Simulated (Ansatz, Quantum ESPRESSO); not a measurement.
NiMoIrPdW: programs and potentials compared

```
Ni Mo Pd Ir W
1.0
     2.76078    0.00000    0.00000
    -1.38039    2.39090    0.00000
     0.00000    0.00000   11.34051
Ni Mo Pd Ir W
1 1 1 1 1
Cartesian
  0.0000 0.0000 8.0423
  1.3804 0.7970 3.3369
  1.3804 0.7970 10.1952
  0.0000 0.0000 1.2025
  1.3804 0.7970 6.0015
```

The cell comes from a database or a generator and needn't be the stable form of this composition.

Alike in all runs: task single point; functional PBE; k mesh 11 × 11 × 3; occupations fermi-dirac, width 0.05 eV; collinear spin, ferromagnetic start; no spin-orbit coupling. Pressure is positive in compression and, in plane waves, holds the error of the finite cutoff, which Ansatz's Pulay term estimates and takes out.

| program and potentials | plane-wave cutoff (eV) | notes | pressure (GPa) | net moment per atom (μB) | largest force (eV/Å) |
| --- | --- | --- | --- | --- | --- |
| Quantum ESPRESSO, SSSP 1.3 efficiency PBE | 816 | 15.8 valence electrons an atom on average | -0.35 | 0.00 | 0.294 |
| Ansatz, Ansatz NC with PseudoDojo standard (PBE files) | 1400 | 16.2 valence electrons an atom on average; Pulay term of +0.03 GPa included | -0.14 | 0.00 | 0.282 |
| Ansatz, JTH PAW | 2400 | 15.8 valence electrons an atom on average | 0.06 | 0.00 | 0.281 |
| Ansatz, SPMS NC | 925 | 16.2 valence electrons an atom on average; Pulay term of +0.02 GPa included | -0.05 | 0.00 | 0.272 |
| Ansatz, PseudoDojo standard (PBE files) | 1333 | 16.2 valence electrons an atom on average; Pulay term of +0.03 GPa included | -0.23 | 0.00 | 0.276 |
| Ansatz, Ansatz PAW (files of its older set among them) | 1080 | 21.8 valence electrons an atom on average | -0.15 | 0.00 | 0.285 |

Force on atom 2 (Mo), eV/Å:

| program and potentials | x | y | z |
| --- | --- | --- | --- |
| Quantum ESPRESSO, SSSP 1.3 efficiency PBE | 0.000 | 0.000 | 0.294 |
| Ansatz, Ansatz NC with PseudoDojo standard (PBE files) | 0.000 | 0.000 | 0.282 |
| Ansatz, JTH PAW | 0.000 | 0.000 | 0.281 |
| Ansatz, SPMS NC | 0.000 | 0.000 | 0.272 |
| Ansatz, PseudoDojo standard (PBE files) | 0.000 | 0.000 | 0.276 |
| Ansatz, Ansatz PAW (files of its older set among them) | 0.000 | 0.000 | 0.285 |

The pressure spans -0.35 (Quantum ESPRESSO, SSSP 1.3 efficiency PBE) to 0.06 GPa (Ansatz, JTH PAW). All agree on the net moment per atom. The state is the one that the start led to, which needn't be the lowest.

Differences between rows come from potentials, basis sets and numerical settings, since the functional is the same but for its coding. Runs on potential files found faulty are left out.
